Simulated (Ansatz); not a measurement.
**Question.** SiO$_{2}$ in space group P3_121 (No. 152; Si on 3b, O on 6c) is relaxed with r²SCAN (plane waves, PAW; program Ansatz). What lattice parameters of the conventional cell result?

**Answer.** a = 4.920 Å, c = 5.416 Å.

**Question.** Give the free coordinates with the occupied sites.

**Answer.** In one choice of origin and axes:

```
atom  site  symmetry       x       y       z
----  ----  --------  ------  ------  ------
Si      3b       .2.  0.5311  0.5311  0.5000
O       6c         1  0.7309  0.1441  0.0488
```

**Question.** Is it a metal or does it have a gap at this level?

**Answer.** A gap of 6.60 eV, indirect.

Symmetry was held in the r²SCAN relaxation.

Potentials: the later of the program's two PAW sets.
